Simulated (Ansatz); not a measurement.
Relaxed-ion elastic tensor of SrTiO3 (cubic perovskite, Pm-3m) in GPa (Voigt order), plane-wave PAW PBE (Ansatz code); density 5.00 g/cm³, 12.20 Å³ per atom.

```json
[
 {"": "1", "1": "314", "2": "98.9", "3": "98.9", "4": "0.0", "5": "0.0", "6": "0.0"},
 {"": "2", "1": "98.9", "2": "314", "3": "98.9", "4": "0.0", "5": "0.0", "6": "0.0"},
 {"": "3", "1": "98.9", "2": "98.9", "3": "314", "4": "0.0", "5": "0.0", "6": "0.0"},
 {"": "4", "1": "0.0", "2": "0.0", "3": "0.0", "4": "110", "5": "0.0", "6": "0.0"},
 {"": "5", "1": "0.0", "2": "0.0", "3": "0.0", "4": "0.0", "5": "110", "6": "0.0"},
 {"": "6", "1": "0.0", "2": "0.0", "3": "0.0", "4": "0.0", "5": "0.0", "6": "110"}
]
```

### Question
Is the crystal mechanically stable?

### Answer
Yes: the smallest eigenvalue of C is 110 GPa.

### Question
Work out the Voigt, Reuss and Hill averages.

### Answer
K_V = 171, K_R = 171, K_H = 171; G_V = 109, G_R = 109, G_H = 109 GPa.

### Question
Give Young's modulus, Poisson's ratio, Pugh's ratio and the universal anisotropy index.

### Answer
E = 9KG/(3K + G) = 270 GPa; ν = 0.24; K/G = 1.56 (brittle by the Pugh limit of 1.75); A_U = 5G_V/G_R + K_V/K_R − 6 = 0.00.

### Question
Estimate the sound speeds and the Debye temperature.

### Answer
v_l = √((K + 4G/3)/ρ) = 7950 m/s, v_t = √(G/ρ) = 4670 m/s, mean 5180 m/s; Θ = (h/k)(3n/4πV)^(1/3) v_m = 670 K.

### Question
Give the Zener ratio and Young's modulus along [100], [110] and [111].

### Answer
A = 2C44/(C11 − C12) = 1.02; 1/E = S11 − 2(S11 − S12 − S44/2)Γ with Γ = 0, 1/4, 1/3 gives 267, 270, 272 GPa.

### Question
Solve the Christoffel equation for the three sound speeds along [100], [110], [111].

### Answer
Eigenvalues of C_ijkl n_j n_l equal ρv². In km/s, slowest first: [100] 4.69, 4.69, 7.93; [110] 4.64, 4.69, 7.96; [111] 4.66, 4.66, 7.97.

The PBE relaxation kept the symmetry of its start. At this level the phase is dynamically unstable (imaginary phonons). The run is not spin-polarised.

Potentials: the later of the program's two PAW sets.
